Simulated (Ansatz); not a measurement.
Relaxed-ion elastic tensor of WC in space group P-6m2 (No. 187; W on 1a, C on 1f) in GPa (Voigt order), LDA (plane waves, PAW; program Ansatz); density 16.06 g/cm³, 10.13 Å³ per atom.

```tsv
	1	2	3	4	5	6
1	759	256	196	0.0	0.0	0.0
2	256	759	196	0.0	0.0	0.0
3	196	196	1020	0.0	0.0	0.0
4	0.0	0.0	0.0	330	0.0	0.0
5	0.0	0.0	0.0	0.0	330	0.0
6	0.0	0.0	0.0	0.0	0.0	252
```

Q: Is the crystal mechanically stable?

A: Yes: the smallest eigenvalue of C is 252 GPa.

Q: Work out the Voigt, Reuss and Hill averages.

A: K_V = 426, K_R = 422, K_H = 424; G_V = 308, G_R = 300, G_H = 304 GPa.

Q: Give Young's modulus, Poisson's ratio, Pugh's ratio and the universal anisotropy index.

A: E = 9KG/(3K + G) = 736 GPa; ν = 0.21; K/G = 1.39 (brittle by the Pugh limit of 1.75); A_U = 5G_V/G_R + K_V/K_R − 6 = 0.15.

Q: Estimate the sound speeds and the Debye temperature.

A: v_l = √((K + 4G/3)/ρ) = 7190 m/s, v_t = √(G/ρ) = 4350 m/s, mean 4810 m/s; Θ = (h/k)(3n/4πV)^(1/3) v_m = 662 K.

Q: Solve the Christoffel equation for the three sound speeds along x, y, z.

A: Eigenvalues of C_ijkl n_j n_l equal ρv². In km/s, slowest first: x 3.96, 4.53, 6.88; y 3.96, 4.53, 6.88; z 4.53, 4.53, 7.97.

Q: How much does each axis shrink under pressure?

A: Linear compressibilities β_i = Σ_j S_ij (j = 1 to 3): x 0.86, y 0.86, z 0.65 per TPa.

The LDA relaxation kept the symmetry of its start; of distortions, only those at the zone centre were tested. The run is not spin-polarised. As this level gives no gap, shear constants depend on the k-mesh and smearing (Fermi–Dirac, 0.1 eV here). Scalar-relativistic: spin–orbit coupling is off unless named, which matters more the heavier the elements.

Potentials: the earlier of the program's two PAW sets.
